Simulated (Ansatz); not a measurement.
# What a trial cell of ZrMo2C2 relaxes into

Computed with DFT PBE, scalar-relativistic, plane waves, PAW (Ansatz). Cutoff 420 eV, Gaussian smearing, Γ-centred meshes. Cell and atoms relax first on a coarse mesh and then on a finer one. In between, the cell is made exact in the group found at 0.06 Å. In metals the finer mesh still leaves noise of several meV/atom or more. The steps can't lower the symmetry of their start. No spin polarisation in the relaxation; trial moments died out in a coarse test.

Recipe of this trial structure of ZrMo2C2: random cell by space group and Wyckoff sites (P4/mmm, No. 123). Its size is a rough estimate.

```
Zr Mo C
1.0
     4.38902    0.00000    0.00000
     0.00000    4.38902    0.00000
     0.00000    0.00000    4.31520
Zr Mo C
1 2 2
Direct
  0.00000 0.00000 0.00000
  0.50000 0.00000 0.50000
  0.00000 0.50000 0.50000
  0.50000 0.50000 0.75594
  0.50000 0.50000 0.24406
```

The zero of energy is the elements' standard structures at the same level; no fitted shifts are applied.

Question: Where does the relaxation end?

Answer: The symmetry stays P4/mmm (No. 123). The volume per atom shrinks by 26.9 %, from 16.6 to 12.2 Å³. The shortest distance goes from 2.11 Å (C–C) to 1.51 Å (C–C). The ratio c/a of the conventional cell changes by a factor of 1.29. The energy falls by about 1.0 eV/atom (the start's value is from the coarse mesh). Conventional cell: a = 3.629 Å, c = 4.614 Å. Zr has 8 C at 2.67 Å and 8 Mo at 2.93 Å; around Mo lie 4 C at 2.39 Å, 4 Mo at 2.57 Å and 4 Zr at 2.93 Å; C has 1 C at 1.51 Å, 4 Mo at 2.39 Å and 4 Zr at 2.67 Å.

```
Zr Mo C
1.0
     3.62874    0.00000    0.00000
     0.00000    3.62874    0.00000
     0.00000    0.00000    4.61394
Zr Mo C
1 2 2
Direct
  0.00000 0.00000 0.00000
  0.50000 0.00000 0.50000
  0.00000 0.50000 0.50000
  0.50000 0.50000 0.83687
  0.50000 0.50000 0.16313
```

Question: Give its energy and gap.

Answer: The energy over the elements is +0.16 eV/atom and the gap on the 10×10×8 mesh of the 5-atom cell is 0 eV (a metal).

A positive value: parting into the elements would lower its energy.

The last run used Gaussian smearing of 0.10 eV. The reference form of C is held partly by dispersion forces, which this level lacks. Symmetry constrained the relaxation, so the result can be a saddle point. Another cell of ZrMo2C2 relaxed alike, in P4/nmm, lies 70 meV/atom lower, so this cell isn't the stable form at this level.
